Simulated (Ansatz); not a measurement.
SiO2:
```cif
data_O4Si2
_chemical_formula_sum 'Si2 O4'
_space_group_name_H-M_alt 'P42/mnm'
_space_group_IT_number 136
_space_group_name_Hall '-P 4n 2n'
_cell_length_a 4.18519
_cell_length_b 4.18519
_cell_length_c 2.66884
_cell_angle_alpha 90.000
_cell_angle_beta 90.000
_cell_angle_gamma 90.000
loop_
_atom_site_label
_atom_site_type_symbol
_atom_site_symmetry_multiplicity
_atom_site_Wyckoff_symbol
_atom_site_fract_x
_atom_site_fract_y
_atom_site_fract_z
_atom_site_occupancy
Si1 Si 2 a 0.00000 0.00000 0.00000 1
O1 O 4 f 0.30610 0.30610 0.00000 1
```

Relaxed with r²SCAN. Plane-wave PAW r²SCAN (Ansatz code) gives a gap of 6.51 eV.

### Question
What gap does HSE06 give on the same cell (Ansatz, PAW)?

### Answer
7.66 eV, 1.15 eV more. The hybrid was solved on a coarser mesh and at special points; its gap is the smallest among all of these.

```tsv
k	v1 r²SCAN	c1 r²SCAN	v1 HSE06	c1 HSE06
Γ	0.00	6.51	0.00	7.66
Z	-2.71	10.17	[?]	[?]
M	-2.32	8.41	[?]	[?]
A	-1.60	8.19	-1.66	9.31
R	-1.80	9.84	[?]	[?]
X	-1.08	8.71	[?]	[?]
```

### Question
Top valence (v1) and lowest conduction level (c1) in eV from each method's valence maximum (which need not be a listed point): supply the withheld HSE06 values.

### Answer

- Z, v1 HSE06: -2.83
- Z, c1 HSE06: 11.37
- R, v1 HSE06: -1.85
- R, c1 HSE06: 10.98
- M, v1 HSE06: -2.42
- M, c1 HSE06: 9.58
- X, v1 HSE06: -1.08
- X, c1 HSE06: 9.89

Cost on shared cores: the r²SCAN run (SCF on a 7×7×10 mesh, then bands and DOS) roughly 70 core-seconds, the HSE06 run (SCF on 4×4×6, then a few points) around 2.4 core-minutes (rough); the tasks are unlike.

Space group P4_2/mnm (rutile). This is a known high-pressure phase of the composition, computed here at zero pressure and temperature. The cell was relaxed with r²SCAN under the symmetry of its start; of distortions, only those at the zone centre were tested.

Potentials: the later of the program's two PAW sets.
